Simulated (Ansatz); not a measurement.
Level of theory: Ansatz, DFT PBE, scalar-relativistic, plane waves, PAW. Cutoff 420 eV, Γ-centred 10×10×10 mesh (6-atom cell), Gaussian smearing of 0.02 eV, no spin polarisation.

Formation energies are uncorrected and refer to the elements' standard structures at the same level.

Question: Propose a candidate for a tetragonal semiconductor made of Al, Ga and Sb, with a gap near 0.6 eV, a formation energy near −0.17 eV/atom and about 30 Å³ per atom, in a cell of 6 atoms.

Answer: Al2GaSb3, space group I-4m2 (No. 119). Al is surrounded by 4 Sb at 2.69–2.70 Å; around Ga lie 4 Sb at 2.69 Å; Sb on a site of symmetry -4m2 has 4 Al at 2.70 Å; Sb on a site of symmetry 2mm has 2 Ga at 2.69 Å and 2 Al at 2.69 Å.

```
Al Ga Sb
1.0
    -2.19996    2.19996    9.32994
     2.19996   -2.19996    9.32994
     2.19996    2.19996   -9.32994
Al Ga Sb
2 1 3
Direct
  0.66647 0.66647 0.00000
  0.33353 0.33353 0.00000
  0.00000 0.00000 0.00000
  0.25000 0.75000 0.50000
  0.91677 0.41677 0.50000
  0.58323 0.08323 0.50000
```

- Volume per atom: 30.10 Å³
- Density: 4.50 g/cm³
- Formation energy: −0.168 eV/atom
- Gap on the 10×10×10 mesh of the 6-atom cell: 0.60 eV

The cell was found from a structure generator's guess, not taken from experiment. The answer needn't be unique; the calculation gave this one.

Spin–orbit coupling, which can matter for Sb, is left out. Kohn–Sham gaps at this level usually fall short of measured ones. The missing spin–orbit coupling can work the other way here. A structure relaxed within its symmetry needn't be a true minimum.
